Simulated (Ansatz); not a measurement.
Relaxed-ion elastic tensor of B in space group I4_132 (No. 214; B on 8a) in GPa (Voigt order), plane-wave PAW r²SCAN (Ansatz code); density 1.44 g/cm³, 12.48 Å³ per atom.

```json
[
 {"": "1", "1": "145", "2": "94.7", "3": "94.7", "4": "0.0", "5": "0.0", "6": "0.0"},
 {"": "2", "1": "94.7", "2": "145", "3": "94.7", "4": "0.0", "5": "0.0", "6": "0.0"},
 {"": "3", "1": "94.7", "2": "94.7", "3": "145", "4": "0.0", "5": "0.0", "6": "0.0"},
 {"": "4", "1": "0.0", "2": "0.0", "3": "0.0", "4": "26.1", "5": "0.0", "6": "0.0"},
 {"": "5", "1": "0.0", "2": "0.0", "3": "0.0", "4": "0.0", "5": "26.1", "6": "0.0"},
 {"": "6", "1": "0.0", "2": "0.0", "3": "0.0", "4": "0.0", "5": "0.0", "6": "26.1"}
]
```

### Question
Is the crystal mechanically stable?

### Answer
Yes: the smallest eigenvalue of C is 26.1 GPa.

### Question
Work out the Voigt, Reuss and Hill averages.

### Answer
K_V = 112, K_R = 112, K_H = 112; G_V = 25.8, G_R = 25.8, G_H = 25.8 GPa.

### Question
Give Young's modulus, Poisson's ratio, Pugh's ratio and the universal anisotropy index.

### Answer
E = 9KG/(3K + G) = 71.8 GPa; ν = 0.39; K/G = 4.33 (ductile by the Pugh limit of 1.75); A_U = 5G_V/G_R + K_V/K_R − 6 = 0.00.

### Question
Estimate the sound speeds and the Debye temperature.

### Answer
v_l = √((K + 4G/3)/ρ) = 10100 m/s, v_t = √(G/ρ) = 4230 m/s, mean 4790 m/s; Θ = (h/k)(3n/4πV)^(1/3) v_m = 614 K.

### Question
Give the Zener ratio and Young's modulus along [100], [110] and [111].

### Answer
A = 2C44/(C11 − C12) = 1.03; 1/E = S11 − 2(S11 − S12 − S44/2)Γ with Γ = 0, 1/4, 1/3 gives 70.6, 72.1, 72.6 GPa.

### Question
Solve the Christoffel equation for the three sound speeds along [100], [110], [111].

### Answer
Eigenvalues of C_ijkl n_j n_l equal ρv² (piezoelectric stiffening left out). In km/s, slowest first: [100] 4.26, 4.26, 10.05; [110] 4.19, 4.26, 10.08; [111] 4.21, 4.21, 10.09.

The start of the workflow was typed in or built on a structure type; neither database checked (COD, Materials Project) lists it. It is not the phase usual at ambient conditions (space group No. 166). Symmetry was held in the r²SCAN relaxation; its stability against distortions is not shown here.

Potentials: the earlier of the program's two PAW sets.
